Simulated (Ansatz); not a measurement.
# Ta₂O, a known structure type with other elements, at an estimated volume

```
CELL_PARAMETERS angstrom
3.11006 0.00000 0.00000
-1.55503 2.69339 0.00000
0.00000 0.00000 4.95303
ATOMIC_POSITIONS crystal
Ta 0.33330 0.66670 0.25201
Ta 0.66670 0.33330 0.74799
O 0.00000 0.00000 0.00000
```

The numbers come from plane-wave PAW DFT (Ansatz): r2SCAN, no spin polarisation, 500 eV, 12×12×7 Γ-centred k points, fermi-dirac occupations (width 0.1 eV). Nothing was relaxed.

Metal or insulator?

It is a metal, with about 1.9 states/eV a cell as the mean within 0.25 eV of the Fermi level, mostly Ta d (86 %).

What does the stress say?

The pressure is -3.2 GPa (compression positive), so with the atoms held at these fractions the cell would first shrink; the forces are large, so a full relaxation may end otherwise.

What do density and ELF say about some of the short contacts?

Ta–O at 2.19 Å: least valence density 0.49 e/Å³ and ELF 0.13 there. Both are smooth PAW fields, read partly inside the augmentation spheres.

Which element gives electrons and which takes them?

Bader charges in e: Ta +0.75, O -1.50. In the mean Ta gives up most and O takes most.

Which atom feels the largest force, and which way?

The largest is on Ta1 (and as large on other atoms): 1.56 eV/Å, components (0.00, 0.00, 1.56). It makes 125° with the line to a nearest neighbour, O3 at 2.19 Å.

Is it stable against the elements?

-0.90 eV an atom against the elements' usual phases (free molecules for gases, crystals otherwise, with no correction for O₂ or N₂), so it is bound against them; other compounds may still compete. Relaxing would lower it.

Origin: a known structure type with other elements, at an estimated volume, so it need not be a known compound. Caveats: many states at the Fermi level without spin polarisation, so a magnetic state may lie lower; atoms or cell far from equilibrium.

It took 46 s on 1 thread of Intel(R) Xeon(R) Platinum 8375C CPU @ 2.90GHz (Ice Lake) (shared host), peak memory 0.55 GiB, starting from a saved density. The time holds forces, stress, Bader, DOS, bands, ELF.
